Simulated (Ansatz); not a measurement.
Trigonal deformation path in Ta

The calculation used DFT r2SCAN, scalar-relativistic, plane waves, PAW in Ansatz. Cutoff 350 eV, Γ-centred 12×12×12 k-points, Gaussian smearing of 0.15 eV. The mesh is coarse. Spin–orbit coupling is left out, which can shift energies with elements as heavy as these. The cutoff lies under the one recommended for these potentials. No spin polarisation. Energies are free energies at this smearing, counted from the undisturbed cell; pressure is positive in compression.

Zero of the scan (as given, not relaxed at this level; it stands at -1.8 GPa; this fcc form isn't the usual structure):

```xyz
1
Lattice="0.0000 2.1100 2.1100 2.1100 0.0000 2.1100 2.1100 2.1100 0.0000" Properties=species:S:1:pos:R:3 pbc="T T T"
Ta    0.0000    0.0000    0.0000
```

At fixed volume and fractional coordinates, lengths along (0.577, 0.577, 0.577) are scaled against those across it; ρ is that ratio over its starting value. The cell is metallic on the mesh throughout. At ρ = 0.500 the cell becomes cubic (Pm-3m), and there the slope of the energy vanishes by symmetry.

```tsv
ρ	ΔE (meV/atom)
0.500	990.9
0.600	728.6
0.710	327.8
0.850	95.4
0.930	32.2
1.000	0.0
1.080	25.1
1.200	141.3
1.410	697.1
1.700	1943.0
2.000	3546.3
```

Cost: 11 runs of about 1.3 core-minutes in all, on AMD EPYC (Zen 3) (shared hosts).